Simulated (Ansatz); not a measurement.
W$_{2}$C in space group P-62m (No. 189; W on 3f, W on 3g, C on 1b, C on 2c), PBE (plane waves, PAW; program Ansatz), all energies at zero smearing, with the estimated change up to a 700 eV cutoff added, with one set of potentials and settings (totals compare only within such a set). Cell of 9 atoms (6 W, 3 C): -63056.384 eV.

| element | reference phase | E (eV/atom) |
|---|---|---|
| W | Im-3m, 1 atoms in the cell | -10384.8193 |
| C | P6_3/mmc, 4 atoms in the cell | -250.9479 |

Formation energy per atom, worked out: (-63056.384 − 6×(-10384.8193) − 3×(-250.9479))/9 = 0.597 eV/atom (58 kJ per mol of atoms), at 0 K, without zero-point energy or fitted corrections.

The cell is a constructed one: a structure type filled with these elements; neither database checked (COD, Materials Project) lists it. Whether it is the stable phase at ambient conditions was not checked. The PBE relaxation kept the symmetry of its start; its stability against distortions is not shown here. No spin polarisation was allowed. The references are the lowest solids computed at this level, not always the standard phases. Spin–orbit coupling is left out wherever it is not named.

Potentials: the later of the program's two PAW sets.
